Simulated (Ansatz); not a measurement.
Input:

Starting cell, WC (WC type, space group P-6m2):

```
WC
1.0
    5.82515     0.00000     0.00000
   -1.45629     2.52236     0.00000
    0.00000     0.00000     2.83670
W C
2 2
Direct
  0.00000   0.00000   0.00000
  0.50000   0.00000   0.00000
  0.33333   0.33333   0.50000
  0.83333   0.33333   0.50000
```

In each cell atom 1 (W, nearest neighbour C at 2.200 Å; its periodic images, 2.8 Å or more away, move with it) moves by s·(1.000, 0.000, 0.000) (along Cartesian x), the rest being held.

Method: r2SCAN (plane waves to 500 eV, PAW, scalar-relativistic; Ansatz, an electronic-structure program). k mesh 15×15×13 (Γ-centred), Fermi-Dirac smearing 0.05 eV. E stands for the smeared free energy. With partly filled bands, energies and forces of such displacements shift with the k mesh and the smearing. Spin-orbit coupling is left out, though W is heavy. The PAW data are Ansatz's earlier set. WC is run without spin polarisation. WC was relaxed with its symmetry unable to fall. The zero of ΔE is the undisplaced structure.

The scan covers s from -0.440 to 0.440 Å in 11 points.

Q: Is this a single well or a double well?

A: A single well with its minimum at or next to zero displacement.

Q: Is the energy the same for displacements of ±0.440 Å, and if not, which side lies higher?

A: Not even: the positive side lies higher at ±0.440 Å. With its periodic images moving along, the atom's site symmetry in this cell is mm2.

Q: What is the force constant k = d²E/ds² of this move at s = 0?

A: 29.0 eV/Å².

(A displaced cell: forces are minus the slopes of the energy, force constants its curvatures, and phonons follow from these.)
